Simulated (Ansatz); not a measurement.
## One relaxed cell of Tl2SnCl6 at several levels

A database entry relaxed whole under r2SCAN at zero pressure (Fm-3m, No. 225):

```
Tl Sn Cl
1.0
     0.00000    5.01060    5.01060
     5.01060    0.00000    5.01060
     5.01060    5.01060    0.00000
Tl Sn Cl
2 1 6
Cartesian
  2.5053 2.5053 2.5053
  7.5159 7.5159 7.5159
  0.0000 0.0000 0.0000
  2.4438 5.0106 5.0106
  5.0106 2.4438 5.0106
  7.5774 5.0106 5.0106
  5.0106 7.5774 5.0106
  5.0106 5.0106 2.4438
  5.0106 5.0106 7.5774
```

Its volume is 27.95 Å³ an atom, +1.5 % against the entry's 27.53, which is old or was flagged in a check.

Single points on this cell with plane-wave PAW DFT (Ansatz 0.2.0; r2SCAN 500 eV, hybrids 420 eV; fermi-dirac occupations of width 0.020 eV; no moments): r2SCAN on a 6×6×6 Γ-centred mesh; r2SCAN with spin-orbit coupling on a 6×6×6 Γ-centred mesh; HSE06 on a 4×4×4 Γ-centred mesh; PBE0 on a 4×4×4 Γ-centred mesh.

What does each level give for gap and charges?

The runs give:

```csv
level,"gap (eV), or kind",pressure (GPa),Bader charge of Tl (e),Bader charge of Sn (e),Bader charge of Cl (e)
r2SCAN,2.95,0.0,+0.82,+2.13,-0.63
r2SCAN with spin-orbit coupling,2.94,-0.1,+0.81,+2.13,-0.62
HSE06,3.66,0.5,+0.84,+2.13,-0.63
PBE0,4.37,0.4,+0.84,+2.14,-0.64
```

Under r2SCAN the gap is 2.95 eV, over mesh and band path. HSE06 moves it by +0.70 eV and PBE0 by +1.42 eV; PBE0 keeps its exact exchange at long range, which widens the gap over HSE06's by 0.72 eV on their common mesh. Spin-orbit coupling moves the r2SCAN gap by -0.01 eV.

Caveats: the relaxation kept the start's symmetry; HSE06 is read on its mesh and at the zone's corners, PBE0 on its mesh alone; hybrid pressures are good to a few tenths of a GPa; pressure is positive in compression.
